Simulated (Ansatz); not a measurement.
One starting cell of AlN (a generated cell, AlN built in the 6H structure type) was relaxed twice with Ansatz (plane waves, PAW, scalar-relativistic): with r2SCAN at 500 eV and with PBE at 420 eV. The r2SCAN result:

Space group P6₃mc (No. 186); a = 3.0943 Å, b = 3.0943 Å, c = 15.0808 Å, α = 90.00°, β = 90.00°, γ = 120.00°

| atom | site | symmetry | x | y | z |
|---|---|---|---|---|---|
| Al | 2a | 3m. | 0.0000 | 0.0000 | 0.4996 |
| Al | 2b | 3m. | 0.3333 | 0.6667 | 0.3339 |
| Al | 2b | 3m. | 0.3333 | 0.6667 | 0.6667 |
| N | 2a | 3m. | 0.0000 | 0.0000 | 0.3745 |
| N | 2b | 3m. | 0.3333 | 0.6667 | 0.2080 |
| N | 2b | 3m. | 0.6667 | 0.3333 | 0.0409 |

```json
[
 {"quantity": "space group", "r2SCAN": "P6₃mc", "PBE": "P6₃mc"},
 {"quantity": "volume (Å³/atom)", "r2SCAN": "10.42", "PBE": "?"},
 {"quantity": "a (Å)", "r2SCAN": "3.094", "PBE": "?"},
 {"quantity": "c (Å)", "r2SCAN": "15.081", "PBE": "?"},
 {"quantity": "gap (eV, no spin-orbit coupling)", "r2SCAN": "4.43", "PBE": "?"}
]
```

Q: What does PBE give for the same quantities?

A: 
- volume (Å³/atom), PBE: 10.66
- a (Å), PBE: 3.118
- c (Å), PBE: 15.196
- gap (eV, no spin-orbit coupling), PBE: 3.80

Both levels end in the same structure; PBE's volume is 2.3 % larger; its gap is 0.63 eV smaller. Neither column is exact.

No spin polarisation in the result.

The run could not lose the symmetry of its start.

The first start was generated by placing the elements on the sites of a structure type. A measured structure of AlN has the same space group, P6₃mc (No. 186); the sites were not compared with it.

Ansatz is a program for electronic structure.
